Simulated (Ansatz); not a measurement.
# Co: two-dimensional strain map

All numbers below come from Ansatz, DFT r2SCAN, scalar-relativistic, plane waves, PAW. The runs took a 500 eV cutoff, a Γ-centred 30×30×16 mesh and Gaussian smearing (0.15 eV). Collinear spins, started from moments 2.1, 2.1 μB in atom order; the magnetic state may not be the lowest. Energies are free energies at this smearing, counted from the undisturbed cell; pressure is positive in compression.

The undisturbed cell (relaxed at this level; with this scan's settings it stands at -0.3 GPa):

```xyz
2
Lattice="2.4730 0.0000 0.0000 -1.2365 2.1417 0.0000 0.0000 0.0000 4.0346" Properties=species:S:1:pos:R:3 pbc="T T T"
Co    1.2365    0.7139    1.0358
Co    0.0000    1.4278    2.9988
```

The cell is strained by p along both x and y and by q along z, fractional coordinates fixed. Points are written (p, q).

Energy above the undisturbed cell in meV/atom (a dash: not computed):

```
 p \ q  -0.050  -0.025  0.000  0.050
-0.050   199.7   142.6  110.0  103.9
 0.000    37.3       –    0.0   30.1
 0.050    73.7       –   81.6  139.7
```

Pressure in GPa:

```csv
p \ q,-0.050,-0.025,0.000,0.050
-0.050,49.1,39.0,30.6,17.5
0.000,12.7,–,-0.3,-8.9
0.050,-8.0,–,-17.4,-22.8
```